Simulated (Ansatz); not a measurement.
The relaxed structure here is a generated cell of Ta: the first start was made by placing the elements on the sites of a structure type, and the end was not matched to a known phase here, so it may be hypothetical. Known forms of Ta include space group No. 229.

One stationary structure of Ta. Method: r2SCAN (plane waves to 500 eV, PAW, scalar-relativistic; Ansatz, an electronic-structure program).

```xyz
1
Lattice="2.7261 0.0000 0.0000 0.0000 2.7261 0.0000 0.0000 0.0000 2.7261" Properties=species:S:1:pos:R:3 pbc="T T T"
Ta     1.3630     1.3630     1.3630
```

Task: Determine the symmetry and give the standard cell with its independent sites.

Result: Space group Pm-3m (No. 221); a = b = c = 2.726 Å, α = β = γ = 90.00°

```csv
atom,site,symmetry,x,y,z
Ta,1b,m-3m,0.5000,0.5000,0.5000
```

This is the AFLOW prototype A_cP1_221_a (A_h).

Task: Give the shortest distances between elements (the closest pairs, up to four, under 3.6 Å).

Result: Ta–Ta 2.73 Å.

```json
{
 "volume_per_atom": "20.26 Å³",
 "band_gap": "no gap (metallic)"
}
```

No spin polarisation in the result.

The run could not lower the symmetry of its start; a shaken copy of this end point relaxes with r2SCAN to Im-3m (No. 229), 1.19 eV/atom lower.
